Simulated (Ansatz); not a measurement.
AlN: input and output

Input file of Ansatz 0.2.0:

```yaml
crystal:
  lattice:
    - [3.10949141, 0.0, 0.0]
    - [-1.55474571, 2.69289473, 0.0]
    - [0.0, 0.0, 4.99061503]
  atoms:
    - { symbol: "N", position: [0.6667, 0.3333, 0.381] }
    - { symbol: "N", position: [0.3334, 0.6667, 0.881] }
    - { symbol: Al, position: [0.6667, 0.3333, 0.0] }
    - { symbol: Al, position: [0.3334, 0.6667, 0.5] }
  symmetry: { tolerance: 0.0003 }
kpoints:
  mp_grid: { grid: [9, 9, 5], shift: [0, 0, 0] }
  band_path:
    path:
      - [0.0, 0.0, 0.0]
      - [0.50000027, -3.5e-07, 0.0]
      - [0.33333351, 0.3333328, 0.0]
      - [0.0, 0.0, 0.0]
      - [0.0, 0.0, 0.5]
      - [0.50000027, -3.5e-07, 0.5]
      - [0.33333351, 0.3333328, 0.5]
      - [0.0, 0.0, 0.5]
      - [0.50000027, -3.5e-07, 0.5]
      - [0.50000027, -3.5e-07, 0.0]
      - [0.33333351, 0.3333328, 0.5]
    npoints: 6
magnetization:
  spin_polarized: false
scf:
  occupations: { method: fermi_dirac }
  lower_state_search: "off"
  max_iter: 200
hamiltonian:
  pseudopotentials: { kind: paw }
  xc: mr2scan
basis:
  ecutwfc: 500
  fft_grid_basis: typed
output:
  forces: true
  stress: true
  eigenvalues: true
  bader: true
  populations: true
  elf: true
  write_potential: true
  volumetric_format: npy
  dos:
    e_range: [-12, 8]
    de: 0.05
    projected: { site_lists: { Al: [Al], "N": ["N"] } }
checkpoint:
  read: saved_state
```

The run starts from an earlier solution of this cell. 

Excerpt of what it printed:

```
Free energy (F): -1856.9698 eV
Harris-Foulkes:  -1856.9698 eV  (|F-HF|=1.32e-9)
Internal energy: -1856.9698 eV  (E = F + TS)
E sigma→0 (E₀):  -1856.9698 eV
Fermi energy:    9.3979 eV
--- Per-component energies (eV) ---
  E_band       = 22.5732
  E_kinetic    = 320.9851
  E_local      = -449.4482  (includes V_loc(G=0)·N_el)
  E_nonlocal   = 108.4423
  E_hartree    = 157.5615
  E_xc         = -197.7092
  E_vxc        = -238.3369  (∫ρ·V_xc dr)
  E_paw        = -1204.8769  (= ΣΔE_a)
  E_vpaw       = -46.9932  (= ΣTr[D̂ρ^β])
  E_aug_tail   = 0.0000  (compensation charges beyond the density's cutoff)
  E_vtau       = 12.8003  (kinetic-family band-sum trace: ∫τ·v_τ [+ j·A + Jᵃ·Aᵃ] dr)
  E_ewald      = -591.7451
  E_core_change = -0.1793  (= ΣΔE_core)
  E_smearing   =  0.0000  (= −TS)
--- Forces (eV/Å), atoms counted from 1 ---
  atom   1  N      0.0000     0.0000     0.0204
  atom   2  N      0.0000     0.0000     0.0204
  atom   3  Al     0.0000     0.0000    -0.0205
  atom   4  Al     0.0000     0.0000    -0.0205
--- Stress (GPa, compression-positive) ---
       -0.7960       0.0000       0.0000
        0.0000      -0.7960       0.0000
        0.0000       0.0000      -0.9740
  P = ⅓ Tr σ = -0.8554 GPa (-8.554 kbar)
--- Löwdin populations: 4 sites ---
  site symbol       q [e]
     0      N      6.0793
     1      N      6.0793
     2     Al      1.8504
     3     Al      1.8504
  spilling = 0.0088 (of n_electrons = 16.0000)
--- Bader charges: 4 sites ---
  site symbol  charge [e]  shift [e]
     0      N     -2.4860     0.0013
     1      N     -2.4860     0.0013
     2     Al      2.4860     0.0013
     3     Al      2.4860     0.0013
```

Origin: a database entry at a rescaled volume. Caveats: m-r2SCAN is r2SCAN with a changed spin dependence that lowers moments.
